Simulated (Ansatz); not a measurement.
Data:

SnSe2:
```cif
data_Se4Sn2
_chemical_formula_sum 'Sn2 Se4'
_space_group_name_H-M_alt 'P 1'
_space_group_IT_number 1
_cell_length_a 5.68400
_cell_length_b 7.37985
_cell_length_c 4.30514
_cell_angle_alpha 90.000
_cell_angle_beta 90.000
_cell_angle_gamma 90.000
loop_
_space_group_symop_operation_xyz
  'x, y, z'
loop_
_atom_site_label
_atom_site_type_symbol
_atom_site_fract_x
_atom_site_fract_y
_atom_site_fract_z
_atom_site_occupancy
Sn1 Sn 0.00000 0.00000 0.00000 1
Sn2 Sn 0.50000 0.50000 0.50000 1
Se1 Se 0.15390 0.38573 0.00000 1
Se2 Se 0.65390 0.11427 0.50000 1
Se3 Se 0.34610 0.88573 0.50000 1
Se4 Se 0.84610 0.61427 0.00000 1
```

This is the PBE-relaxed structure.

**Question.** All from DFT-PBE in the program Ansatz with PAW potentials, unless another level is named. Predict the electronic character.

**Answer.** metallic (no gap).

**Question.** Give the density of states at the Fermi level.

**Answer.** 0.16 states/eV per atom (mean over ±0.08 eV).

**Question.** Next, the formation energy from the elements (no fitted shifts)?

**Answer.** -21 kJ/mol of atoms.

Space group Pnnm. The cell is a constructed one: a structure type filled with these elements; neither database checked (COD, Materials Project) lists it. COD files the formula under space group No. 164, 217, so this cell is another polymorph or a model. Whether it is the stable phase at ambient conditions was not checked. The PBE relaxation kept the symmetry of its start; its stability against distortions is not shown here. The references are the lowest solids computed at this level, not always the standard phases. Spin–orbit coupling is left out wherever it is not named.

Potentials: the later of the program's two PAW sets.
